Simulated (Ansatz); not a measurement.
MoPt:
```
CELL_PARAMETERS angstrom
      0.00000     2.59105     2.59105
      2.59105     0.00000     2.59105
      2.59105     2.59105     0.00000
ATOMIC_POSITIONS crystal
  Pt 0.00000 0.00000 0.00000
  Mo 0.50000 0.50000 0.50000
```

Relaxed with PBEsol. Special points in fractions of this cell's reciprocal vectors: Γ (0.000, 0.000, 0.000); X (0.500, 0.000, 0.500); U (0.625, 0.250, 0.625); K (0.375, 0.375, 0.750); L (0.500, 0.500, 0.500); W (0.500, 0.250, 0.750).

Problem. List the band energies nearest the Fermi level at these points for PBEsol with spin–orbit coupling in the plane-wave PAW code Ansatz.

Solution. In eV from the Fermi level; about four levels below and three above (degenerate sets whole), none deeper than 8.9 eV; points with the same levels are listed once.

```
k                                below                above
-  -----------------------------------  -------------------
Γ  -5.46 -5.46 -5.46 -5.46 -5.15 -5.15  1.32 1.32 1.32 1.32
X              -2.56 -2.56 -1.07 -1.07  0.45 0.45 0.55 0.55
U              -3.05 -3.05 -0.73 -0.73  0.04 0.04 0.38 0.38
L              -1.49 -1.49 -0.07 -0.07  0.04 0.04 1.94 1.94
W              -2.78 -2.78 -1.36 -1.36  0.09 0.09 0.19 0.19
```

Space group Fm-3m (rock salt). The start of the workflow was typed in or built on a structure type; neither database checked (COD, Materials Project) lists it. Whether it is the stable phase at ambient conditions was not checked. The PBEsol relaxation kept the symmetry of its start; whether a distortion lowers the energy is not shown. No spin polarisation was allowed. Its formation energy is positive at this level, so the cell may be metastable or incomplete.

Potentials: the later of the program's two PAW sets.
